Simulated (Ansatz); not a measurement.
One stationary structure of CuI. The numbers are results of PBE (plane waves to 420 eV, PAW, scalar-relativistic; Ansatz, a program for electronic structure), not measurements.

```
CELL_PARAMETERS angstrom
      0.00000     3.03891     3.03891
      3.03891     0.00000     3.03891
      3.03891     3.03891     0.00000
ATOMIC_POSITIONS crystal
  I  0.75000 0.75000 0.75000
  Cu 0.00000 0.00000 0.00000
```

**Question.** Determine the symmetry and give the standard cell with its independent sites.

**Answer.** Space group F-43m (No. 216); a = b = c = 6.0778 Å, α = β = γ = 90.00°

```
atom  site  symmetry       x       y       z
----  ----  --------  ------  ------  ------
I       4c      -43m  0.2500  0.2500  0.2500
Cu      4a      -43m  0.0000  0.0000  0.0000
```

This is the zinc blende type.

**Question.** Give the shortest distances between elements (the closest pairs, up to four, under 3.6 Å).

**Answer.** Cu–I 2.63 Å.

| Quantity | Value |
|---|---|
| Volume per atom | 28.06 Å³ |
| Band gap | 1.10 eV, direct at Γ (no spin-orbit coupling) |

No spin polarisation in the result. Spin-orbit coupling is missing; with elements this heavy it can move band edges by tenths of an eV or more.

Measured for CuI: a 6.053 Å (as listed in arXiv:2305.18931). Computed minus measured — a: PBE +0.4 %. The computed values are for a static lattice.

The run could not lose the symmetry of its start; a randomly shaken copy of 2 atoms returns to this structure.

All atoms sit on sites fixed by symmetry, so only the cell could relax.
